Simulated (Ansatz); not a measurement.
Relaxed GaAs (zinc blende):

```
CELL_PARAMETERS angstrom
      0.00000     5.66670     5.66670
      2.83335     0.00000     2.83335
      2.83335     2.83335     0.00000
ATOMIC_POSITIONS crystal
  As 0.37500 0.75000 0.75000
  As 0.87500 0.75000 0.75000
  Ga 0.00000 0.00000 0.00000
  Ga 0.50000 0.00000 0.00000
```

A phonon eigenvector at L = (0.5, 0.0, 0.0) is frozen into this cell: atom i moves by Q times the vector below, so Q is the largest atomic displacement, in Å. The cell is held. It is one choice among 2 degenerate patterns. (q is in reciprocal vectors of the primitive cell; the cell shown is doubled to hold the pattern.)

```json
[
 {"atom": "As1", "x": "0.268", "y": "-0.488", "z": "0.756"},
 {"atom": "As2", "x": "-0.268", "y": "0.488", "z": "-0.756"},
 {"atom": "Ga3", "x": "-0.285", "y": "0.520", "z": "-0.805"},
 {"atom": "Ga4", "x": "0.285", "y": "-0.520", "z": "0.805"}
]
```

Level of theory: r2SCAN (plane waves to 500 eV, PAW, scalar-relativistic; Ansatz, a first-principles code). k mesh 5×10×10 (Γ-centred), Fermi-Dirac smearing 0.05 eV. The energy includes the smearing's −TS. GaAs was relaxed with its symmetry unable to fall. The zero of ΔE is the undisplaced structure.

```json
[
 {"Q (Å)": "-0.180", "ΔE (meV/cell)": "68.6"},
 {"Q (Å)": "-0.150", "ΔE (meV/cell)": "withheld"},
 {"Q (Å)": "-0.120", "ΔE (meV/cell)": "29.9"},
 {"Q (Å)": "-0.090", "ΔE (meV/cell)": "16.7"},
 {"Q (Å)": "-0.060", "ΔE (meV/cell)": "7.4"},
 {"Q (Å)": "-0.030", "ΔE (meV/cell)": "1.8"},
 {"Q (Å)": "0.000", "ΔE (meV/cell)": "0.0"},
 {"Q (Å)": "0.030", "ΔE (meV/cell)": "1.8"},
 {"Q (Å)": "0.060", "ΔE (meV/cell)": "7.4"},
 {"Q (Å)": "0.090", "ΔE (meV/cell)": "16.7"},
 {"Q (Å)": "0.120", "ΔE (meV/cell)": "29.9"},
 {"Q (Å)": "0.150", "ΔE (meV/cell)": "withheld"},
 {"Q (Å)": "0.180", "ΔE (meV/cell)": "68.6"}
]
```

### Question
Fit an even polynomial form (powers 2, 4) to the given rows and predict ΔE at Q = 0.150.

### Answer
Least squares on the 11 given rows: ΔE = (2044)·Q² + (2275)·Q⁴, in meV/cell with Q in Å; root-mean-square residual 0.02 meV/cell. At 0.150 the fit gives 47.1 meV/cell; the calculation gives 47.1 meV/cell, the same to the digits shown. The quadratic term alone would give 46.0 meV/cell.

(For displaced atoms, the force is minus the slope of the energy, and its curvature is a force constant, which sets phonon frequencies.)
